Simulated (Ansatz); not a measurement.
SnO:
```
SnO
1.0
    2.24986    -2.49796     0.00000
    2.24986     2.49796     0.00000
    0.00000     0.00000    11.77455
Sn O
4 4
Direct
  0.06150   0.93850   0.99722
  0.93850   0.06150   0.49722
  0.43862   0.56138   0.23201
  0.56138   0.43862   0.73201
  0.47826   0.52174   0.05173
  0.52174   0.47826   0.55173
  0.02190   0.97810   0.17750
  0.97810   0.02190   0.67750
```

Tensor components refer to the Cartesian frame of this cell.

### Question
Give the high-frequency dielectric tensor and the Born effective charge tensors of the independent atoms from DFPT, plane-wave PAW LDA (Ansatz code).

### Answer

ε∞:
```
9.94  0.00  0.00
0.00  8.80  0.00
0.00  0.00  7.75
```
Z* of atom 1 (Sn), rows: field, columns: displacement, in e:
```
 3.67   0.00   0.00
 0.00   2.89  -0.15
 0.00  -0.19   3.11
```
Z* of atom 5 (O), rows: field, columns: displacement, in e:
```
-3.67   0.00   0.00
 0.00  -2.89   0.21
 0.00   0.24  -3.11
```

Space group Cmce. The workflow started from a Materials Project entry (that database holds measured and hypothetical structures alike); the Crystallography Open Database copy checked does not list it. It is not the phase usual at ambient conditions (space group No. 129). The LDA relaxation kept the symmetry of its start; whether a distortion lowers the energy is not shown. A crystal of weakly bound layers computed without a dispersion correction: the cell and the soft elastic constants depend strongly on that. Scalar-relativistic: spin–orbit coupling is off unless named, which matters more the heavier the elements.

Potentials: the later of the program's two PAW sets.
